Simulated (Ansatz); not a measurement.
MgS:
```xyz
4
Lattice="4.0284 0.0000 0.0000 -2.0142 3.4887 0.0000 0.0000 0.0000 6.4559" Properties=species:S:1:pos:R:3 pbc="T T T"
Mg     2.0142     1.1629     0.0189
Mg     0.0000     2.3258     3.2469
S      2.0142     1.1629     4.0173
S      0.0000     2.3258     0.7893
```

Relaxed with r²SCAN. Special points in fractions of this cell's reciprocal vectors: Γ (0.000, 0.000, 0.000); M (0.500, 0.000, 0.000); K (0.333, 0.333, 0.000); A (0.000, 0.000, 0.500); L (0.500, 0.000, 0.500); H (0.333, 0.333, 0.500).

**Question.** List the band energies nearest the valence-band maximum at these points for r²SCAN (plane waves, PAW; program Ansatz).

**Answer.** In eV from the valence-band maximum; about four levels below and three above (degenerate sets whole), none deeper than 8.9 eV; points with the same levels are listed once.

| k | below | above |
|---|---|---|
| Γ | -0.53 -0.53 -0.12 -0.12 0.00 | 4.15 5.42 8.13 8.13 |
| M | -1.87 -1.21 -0.91 -0.44 | 5.30 5.70 6.46 |
| K | -2.22 -2.22 -1.35 -1.33 -1.33 | 5.28 7.57 8.05 8.05 |
| A | -0.33 -0.33 -0.33 -0.33 | 5.62 5.62 8.26 8.26 8.26 8.26 |
| L | -0.86 -0.86 -0.80 -0.80 | 5.19 5.19 6.93 6.93 |
| H | -1.98 -1.98 -0.52 -0.52 | 6.43 6.43 6.87 6.87 |

Space group P6_3mc (wurtzite). The cell is a constructed one: a structure type filled with these elements; the Crystallography Open Database copy checked does not list it. COD files the formula under space group No. 225, so this cell is another polymorph or a model. Its standing as an ambient phase is unchecked. The cell was relaxed with r²SCAN under the symmetry of its start; its stability against distortions is not shown here.

Potentials: the later of the program's two PAW sets.
